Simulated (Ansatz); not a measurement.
K2PtC6N6: a ladder of calculations

Cell of run 1: an entry of the Crystallography Open Database (COD), taken as it stands.

Space group P-31m (No. 162); a = 7.3928, c = 6.6613 Å, γ = 120.00°.

| site | Wyckoff | site symmetry | x | y | z |
| --- | --- | --- | --- | --- | --- |
| K | 2d | 3.2 | 0.3333 | 0.6667 | 0.5000 |
| Pt | 1a | -3.m | 0.0000 | 0.0000 | 0.0000 |
| C | 6k | ..m | 0.2222 | 0.2222 | 0.1748 |
| N | 6k | ..m | 0.3460 | 0.3460 | 0.2753 |

One atom of each set is listed.

Relaxed positions (PBE, cell held):

K (0.3333, 0.6667, 0.5000)
Pt (0.0000, 0.0000, 0.0000)
C (0.2230, 0.2230, 0.1740)
N (0.3513, 0.3513, 0.2751)

All runs are DFT with Ansatz 0.2.0 (plane waves and PAW, scalar-relativistic unless spin–orbit coupling is named, Γ-centred meshes, Fermi–Dirac smearing where given) in this cell.

Run 1: PBE, atoms as given; 420 eV, 5×5×5 k-points, smearing 0.05 eV.
Run 2: PBE, atoms relaxed; 420 eV, 5×5×5 k-points, smearing 0.05 eV.
Run 3: r2SCAN, at the relaxed atoms; 500 eV, 5×5×5 k-points, smearing 0.05 eV.
Run 4: PBE with spin–orbit coupling, at the relaxed atoms; 420 eV, 5×5×5 k-points, smearing 0.05 eV.
Run 5: PBEsol, at the relaxed atoms; 420 eV, 5×5×5 k-points, smearing 0.05 eV.

```
run   Pt V_zz (η)    C V_zz (η)    N V_zz (η)
  1  -0.64 (0.00)  -4.09 (0.08)  -7.87 (0.00)
  2  -0.48 (0.00)  -3.97 (0.08)  -7.23 (0.00)
  3             ?             ?             ?
  4  -0.50 (0.00)  -3.98 (0.08)  -7.24 (0.00)
  5  -0.53 (0.00)  -3.93 (0.08)  -7.23 (0.00)
```

V_zz in 10²¹ V/m²; 3 of the 4 sets of like atoms are followed.

Question: Estimate the row of run 3.

Answer: Pt: -0.35 (0.00); C: -4.32 (0.07); N: -7.45 (0.00). It lies nearest to run 4, from whose tensors on these sites it differs by 0.34 at most (largest principal value of the difference, on C). Taken one at a time, the positions of the atoms (as given or relaxed) move the tensors on these sites by up to 0.65 (largest principal value of the change, on N), the functional (between the two that differ most) by 0.39 (C), spin–orbit coupling by 0.03 (Pt).

The database entry as given showed forces above 3 eV/Å or a pressure above 30 GPa, though relaxing it moves no atom far. With these PAW files V_zz is typically within 2 to 3 % of all-electron values, but misses above 10 % occur on Pt. In runs 1, 3 the atoms aren't at the calculated equilibrium (largest force 3.6, 0.89 eV/Å). The cell isn't the equilibrium one in run 1 (calculated pressure 5 GPa), and the entry's cell may itself be off.
